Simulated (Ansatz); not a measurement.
MoRh:
```
MoRh
1.0
    2.74344     0.00000     0.00000
   -1.37172     2.37589     0.00000
    0.00000     0.00000     4.38880
Mo Rh
1 1
Cartesian
  0.00000   0.00000   2.19440
  0.00000   1.58392   0.00000
```

Relaxed with PBEsol. Special points in fractions of this cell's reciprocal vectors: Γ (0.000, 0.000, 0.000); M (0.500, 0.000, 0.000); K (0.333, 0.333, 0.000); A (0.000, 0.000, 0.500); L (0.500, 0.000, 0.500); H (0.333, 0.333, 0.500).

Problem. List the band energies nearest the Fermi level at these points for the program Ansatz at the PBEsol with spin–orbit coupling level (PAW).

Solution. In eV from the Fermi level; about four levels below and three above (degenerate sets whole), none deeper than 8.9 eV; points with the same levels are listed once.

```tsv
k	below	above
Γ	-0.65 -0.65 -0.47 -0.47	1.34 1.34 2.60 2.60
M	-1.59 -1.59 -0.86 -0.86	0.51 0.51 2.95 2.95
K	-1.74 -1.68 -0.36 -0.27	1.19 1.26 1.95
A	-1.96 -1.96 -1.70 -1.70	0.53 0.53 0.56 0.56
L	-3.76 -3.76 -1.71 -1.71	0.09 0.09 0.37 0.37
H	-0.78 -0.57 -0.32 -0.22	1.16 1.19 2.74
```

Space group P-6m2. The first step of the workflow began from a Materials Project structure, measured or hypothetical; the Crystallography Open Database copy checked does not list it. With Mo and Rh taken as one species the cell has the higher symmetry P6_3/mmc, so it may be an ordered model of a mixed-site phase. Its standing as an ambient phase is unchecked. The PBEsol relaxation kept the symmetry of its start; whether a distortion lowers the energy is not shown. The run is not spin-polarised.

Potentials: the later of the program's two PAW sets.
